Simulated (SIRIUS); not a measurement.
Set-up for a self-consistent single point of SiNi3 (Pm-3m, 4 atoms in the cell; from Materials Project mp-828, changed as shown).

```yaml
crystal:
  lattice:
    - [3.37810, 0.00000, 0.00000]
    - [0.00000, 3.37810, 0.00000]
    - [0.00000, 0.00000, 3.37810]
  atoms:
    - { symbol: Si, position: [0.00000, 0.00000, 0.00000] }
    - { symbol: Ni, position: [0.00000, 0.50000, 0.50000] }
    - { symbol: Ni, position: [0.50000, 0.00000, 0.50000] }
    - { symbol: Ni, position: [0.50000, 0.50000, 0.00000] }
```

Computed with PBEsol, PseudoDojo 0.4 standard norm-conserving PBEsol (tails mended) pseudopotentials (plane waves; SIRIUS).

SIRIUS settings:

* **parameters.ngridk**: 8 8 8
* **parameters.xc_functionals**: [XC_GGA_X_PBE_SOL, XC_GGA_C_PBE_SOL]
* **parameters.gk_cutoff**: 9.899 1/bohr
* **parameters.pw_cutoff**: 19.799 1/bohr
* **parameters.smearing**: fermi_dirac
* **parameters.smearing_width**: 0.00367493 Ha
* **potentials**: PseudoDojo 0.4 standard norm-conserving PBEsol (tails mended) pseudopotentials
* **parameters.electronic_structure_method**: pseudopotential
* **parameters.num_bands**: 35
* **parameters.num_mag_dims**: 0
* **parameters.num_dft_iter**: 100
* **parameters.energy_tol**: 1e-07 Ha
* **parameters.density_tol**: 1e-06
* **mixer.type**: anderson
* **mixer.beta**: 0.7
* **mixer.use_hartree**: false

Results:

```
Quantity                                                  Result
------------------------------------------------  --------------
Number of valence electrons                                   58
Number of bands                                               35
Number of k-points after the program's reduction              35
Number of plane waves (most at a k-point)                   4337
Number of SCF iterations                                      16
FFT grid                                            45 × 45 × 45
Free energy E − TS                                -13803.1768 eV
Fermi level (on the code's own zero)                    20.29 eV
Pressure                                               20.67 GPa
```

Stress (GPa, positive for compression):
```
20.67   0.00   0.00
 0.00  20.67   0.00
 0.00   0.00  20.67
```

For comparison: a first run was changed to give this one (volume scaled by 0.94), and from it to this one the free energy rises by 43.0 meV/atom and the pressure goes from 2.69 to 20.67 GPa.

The run has no spin polarisation, so moments on Ni cannot form. The structure comes from a collection of computed structures, made at another level of theory; the collection holds predicted forms beside known ones. Its lattice was then scaled. No clean gap shows at this smearing width and mesh (spacing up to 0.23 Å⁻¹); the mesh is coarse for partly filled bands, so the values carry mesh errors. At this pressure the cell is far from its equilibrium volume at this level.

Cost on one core: about 70 core-seconds (a rough figure).

“Tails mended”: in these copies of the files the far tail of each local potential was reset to the Coulomb form.
